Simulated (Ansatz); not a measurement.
## AlN (F-43m), zone-centre modes

These are results of DFT r2SCAN, scalar-relativistic, plane waves, PAW (Ansatz), not measurements. Cutoff 500 eV, Γ-centred 10×10×10 k-points, Gaussian smearing of 0.05 eV. No spin polarisation.

Reference structure (relaxed at this level; this zinc-blende form isn't the usual structure):

```yaml
crystal:
  lattice:
    - [0.00000, 2.18490, 2.18490]
    - [2.18490, 0.00000, 2.18490]
    - [2.18490, 2.18490, 0.00000]
  atoms:
    - { symbol: Al, position: [0.00000, 0.00000, 0.00000] }
    - { symbol: N, position: [0.75000, 0.75000, 0.75000] }
```

Harmonic modes by finite displacements of 0.02 Å, without the LO–TO term.

Problem. At this geometry, is the structure stable against these modes?

Solution. Yes: no mode is imaginary beyond 10 cm⁻¹, and only the three translations lie near zero.

Problem. List the wavenumbers in cm⁻¹.

Solution. 0, 0, 0, 663, 663, 663.